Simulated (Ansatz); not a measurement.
## CdAg (Pm-3m): the size of the finite step

```yaml
crystal:
  lattice:
    - [3.30973, 0.00000, 0.00000]
    - [0.00000, 3.30973, 0.00000]
    - [0.00000, 0.00000, 3.30973]
  atoms:
    - { symbol: Cd, position: [0.50000, 0.50000, 0.50000] }
    - { symbol: Ag, position: [0.00000, 0.00000, 0.00000] }
```

Conventional cell: a = 3.310 Å, b = 3.310 Å, c = 3.310 Å, α = 90.00°, β = 90.00°, γ = 90.00°. Cd (atom 1) is surrounded by 8 Ag at 2.87 Å. Ag (atom 2) has 8 Cd at 2.87 Å as nearest neighbours.

Computed, not measured; unless marked otherwise by PBEsol, PAW on Ansatz 0.2.0's default frozen-core files (fitted under PBE), scalar-relativistic. k mesh 12×12×12, strains of ±0.008, Fermi-Dirac smearing of 0.100 eV, cutoff 420 eV. The cell was relaxed by PAW under this functional.

Q: Elastic constants come from stresses at strains of ±0.008 (two-point stencil): C11 = 104.1, C12 = 92.6, C44 = 53.5 GPa. What does an amplitude of 0.04 give?

A: C11 = 101.2, C12 = 95.5, C44 = 55.2 GPa. A large step picks up anharmonic terms.

Limits of these numbers: frozen-core PAW files fitted under PBE, their cores solved anew for the functional of the run; responses of metals move with mesh and smearing; the softest shear constant rests on one k mesh, and a soft shear can herald a distortion on cooling.
